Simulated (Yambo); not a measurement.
Yambo run on MoCl$_{6}$ (space group P-31m, No. 162). The wavefunctions are LDA (pw.x of Quantum ESPRESSO, ONCV potentials, without SOC) ones on a 3×3×2 mesh (28 occupied bands); a = b = 6.1735 Å, c = 5.6659 Å, α = β = 90.00°, γ = 120.00°.

Yambo input:

```
rim_cut
gw0
dyson
el_el_corr
HF_and_locXC
cohsex
em1s
RandQpts= 1000000
RandGvec= 1 Ry
EXXRLvcs= 80 Ry
VXCRLvcs= 320 Ry
Chimod= "HARTREE"
% BndsRnXs
 2 | 197 |
%
NGsBlkXs= 6 Ry
% LongDrXs
 1.0 | 1.0 | 1.0 |
%
ExtendOut
% QPkrange
 1 | 1 | 28 | 29 |
 5 | 5 | 28 | 28 |
%
```

k points by index: 1 = Γ, 5 = K.

Resulting energies as the program prints them:

```
#    K-point    Band    Eo [eV]    E [eV]    E-Eo [eV]    Vxc [eV]    Vnlxc [eV]    Sc|Eo [eV]    Re(Z)    Im(Z)
#
    1    28    -0.138826    -2.668462    -2.529636    -14.81379    -18.62114    1.277719    1.000000    0.000000
    1    29    0.944918    0.610357    -0.334561    -16.62157    -11.91966    -5.036475    1.000000    0.000000
    5    28    0.000000    -2.540502    -2.540502    -14.62975    -18.72310    1.552842    1.000000    0.000000
```
(The two width columns are left out.) Convergence of these settings isn't established.

Geometry of the Materials Project entry, not relaxed at this level.

The structure is a Materials Project entry; no match was found in the copy of COD used, and its stability was not checked.
